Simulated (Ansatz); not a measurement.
Relaxed-ion elastic tensor of VPbO$_{3}$ (cubic perovskite, Pm-3m) in GPa (Voigt order), plane-wave PAW LDA (Ansatz code); density 9.19 g/cm³, 11.06 Å³ per atom.

```
347  158  158  0.0  0.0  0.0
158  347  158  0.0  0.0  0.0
158  158  347  0.0  0.0  0.0
0.0  0.0  0.0  107  0.0  0.0
0.0  0.0  0.0  0.0  107  0.0
0.0  0.0  0.0  0.0  0.0  107
```

Is the crystal mechanically stable?

Yes: the smallest eigenvalue of C is 107 GPa.

Work out the Voigt, Reuss and Hill averages.

K_V = 221, K_R = 221, K_H = 221; G_V = 102, G_R = 101, G_H = 101 GPa.

Give Young's modulus, Poisson's ratio, Pugh's ratio and the universal anisotropy index.

E = 9KG/(3K + G) = 264 GPa; ν = 0.30; K/G = 2.18 (ductile by the Pugh limit of 1.75); A_U = 5G_V/G_R + K_V/K_R − 6 = 0.02.

Estimate the sound speeds and the Debye temperature.

v_l = √((K + 4G/3)/ρ) = 6230 m/s, v_t = √(G/ρ) = 3320 m/s, mean 3710 m/s; Θ = (h/k)(3n/4πV)^(1/3) v_m = 496 K.

Give the Zener ratio and Young's modulus along [100], [110] and [111].

A = 2C44/(C11 − C12) = 1.13; 1/E = S11 − 2(S11 − S12 − S44/2)Γ with Γ = 0, 1/4, 1/3 gives 247, 268, 276 GPa.

Solve the Christoffel equation for the three sound speeds along [100], [110], [111].

Eigenvalues of C_ijkl n_j n_l equal ρv². In km/s, slowest first: [100] 3.41, 3.41, 6.14; [110] 3.20, 3.41, 6.25; [111] 3.27, 3.27, 6.29.

The first step of the workflow began from a Materials Project structure, measured or hypothetical; the Crystallography Open Database copy checked does not list it. COD files the formula under space group No. 99, so this cell is another polymorph or a model. Whether it is the stable phase at ambient conditions was not checked. The LDA relaxation kept the symmetry of its start; whether a distortion lowers the energy is not shown. The workflow began spin-polarised and lost its moments. No Hubbard U is applied. A crystal of weakly bound layers computed without a dispersion correction: the cell and the soft elastic constants depend strongly on that. The compound may be a true metal, but semilocal functionals without U, or a wrong spin order, can also close a gap. As this level gives no gap, shear constants depend on the k-mesh and smearing (Fermi–Dirac, 0.1 eV here). Scalar-relativistic: spin–orbit coupling is off unless named, which matters more the heavier the elements.

Potentials: the later of the program's two PAW sets.
